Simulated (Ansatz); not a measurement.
Starting cell, K (bcc, W type):

```yaml
crystal:
  lattice:
    - [-5.27949, 5.27949, 5.27949]
    - [2.63975, -2.63975, 2.63975]
    - [2.63975, 2.63975, -2.63975]
  atoms:
    - { symbol: K, position: [0.00000, 0.00000, 0.00000] }
    - { symbol: K, position: [0.50000, 0.00000, 0.00000] }
```

A phonon eigenvector at N = (0.5, 0.0, 0.0) is frozen into this cell: atom i moves by Q times the vector below, so Q is the largest atomic displacement, in Å. The cell is held. (q is in reciprocal vectors of the primitive cell; the cell shown is doubled to hold the pattern.)

| atom | x | y | z |
|---|---|---|---|
| K1 | 1.000 | 0.000 | 0.000 |
| K2 | -1.000 | 0.000 | 0.000 |

Computed with PBE (plane waves to 420 eV, PAW, scalar-relativistic; Ansatz, an electronic-structure program). k mesh 13×13×13 (Γ-centred), Fermi-Dirac smearing 0.05 eV. With partly filled bands, energies and forces of such displacements shift with the k mesh and the smearing. K was relaxed with its symmetry unable to fall. The PAW data are Ansatz's earlier set. 

```
Q (Å)   −dE/dQ from forces (eV/Å)
------  -------------------------
-0.280                      0.187
-0.233                      0.159
-0.187                      0.129
-0.140                      0.098
-0.093                      0.066
-0.047                      0.033
0.000                       0.000
0.047                      -0.033
0.093                      -0.066
0.140                      -0.098
0.187                      -0.129
0.233                      -0.159
0.280                      -0.187
```

Question: What harmonic wavenumber does the curvature at Q = 0 give?

Answer: 50 cm⁻¹. E″ = 0.71 eV/Å², M = Σ mᵢ|uᵢ|² = 78.2 u, ν̃ = 521.5·√(|E″|/M).

(For displaced atoms, the force is minus the slope of the energy, and its curvature is a force constant, which sets phonon frequencies.)
